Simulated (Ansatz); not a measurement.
This cell of BAs (zinc blende) is off equilibrium:

```yaml
crystal:
  lattice:
    - [0.00000, 2.40467, 2.40467]
    - [2.40467, 0.00000, 2.40467]
    - [2.40467, 2.40467, 0.00000]
  atoms:
    - { symbol: As, position: [0.75000, 0.75000, 0.75000] }
    - { symbol: B, position: [0.04466, 0.04466, 0.04466] }
```

Computed with PBE (plane waves to 420 eV, PAW, scalar-relativistic; Ansatz, a program for electronic structure). k mesh 10×10×10 (Γ-centred), Fermi-Dirac smearing 0.05 eV. E stands for the smeared free energy. Stress and pressure are positive under compression. As the smearing reaches across the gap at some points, energies and forces of such displacements shift with the k mesh and the smearing. BAs was relaxed with its symmetry unable to fall.

Question: Predict the force on every atom, in eV/Å.

Answer: 
| atom | Fx | Fy | Fz |
|---|---|---|---|
| As1 | 1.439 | 1.439 | 1.439 |
| B2 | -1.439 | -1.439 | -1.439 |

Question: Give the stress tensor in GPa and the pressure.

Answer: 
```
    4.4     -2.5     -2.5
   -2.5      4.4     -2.5
   -2.5     -2.5      4.4
```
The pressure, a third of the trace, is 4.4 GPa.

Question: In it atom 2 sits (0.215, 0.215, 0.215) Å away from its relaxed site. What is its energy relative to the relaxed cell?

Answer: 664 meV/cell.

(A displaced cell: forces are minus the slopes of the energy, force constants its curvatures, and phonons follow from these.)
